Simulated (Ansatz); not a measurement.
Sr$_{2}$H$_{3}$I:
```
CELL_PARAMETERS angstrom
      4.23670     0.00000     0.00000
     -2.11835     3.66909     0.00000
      0.00000     0.00000     7.67295
ATOMIC_POSITIONS crystal
  Sr 0.66667 0.33333 0.67853
  Sr 0.33333 0.66667 0.32147
  H  0.00000 0.00000 0.50000
  H  0.66667 0.33333 0.35677
  H  0.33333 0.66667 0.64323
  I  0.00000 0.00000 0.00000
```

Relaxed with r²SCAN. Special points in fractions of this cell's reciprocal vectors: Γ (0.000, 0.000, 0.000); M (0.500, 0.000, 0.000); K (0.333, 0.333, 0.000); A (0.000, 0.000, 0.500); L (0.500, 0.000, 0.500); H (0.333, 0.333, 0.500).

Problem. List the band energies nearest the valence-band maximum at these points for plane-wave PAW r²SCAN with spin–orbit coupling (Ansatz code).

Solution. In eV from the valence-band maximum; about four levels below and three above (degenerate sets whole), none deeper than 8.9 eV; points with the same levels are listed once.

```tsv
k	below	above
Γ	-2.09 -2.09 -0.08 -0.08	3.43 3.43 3.47 3.47
M	-2.66 -2.66 -2.66 -2.66	3.13 3.13 3.91 3.91
K	-2.62 -2.62 -2.60 -2.60	2.72 2.72 2.72 2.72
A	-2.10 -2.10 0.00 0.00	3.22 3.22 3.25 3.25
L	-2.81 -2.81 -2.38 -2.38	2.73 2.73 3.21 3.21
H	-2.78 -2.78 -2.58 -2.58	3.61 3.61 3.66 3.66
```

Space group P-3m1. The first step of the workflow began from a Materials Project structure, measured or hypothetical; the Crystallography Open Database copy checked does not list it. Whether it is the stable phase at ambient conditions was not checked. The r²SCAN relaxation kept the symmetry of its start; its stability against distortions is not shown here.

Potentials: the later of the program's two PAW sets.
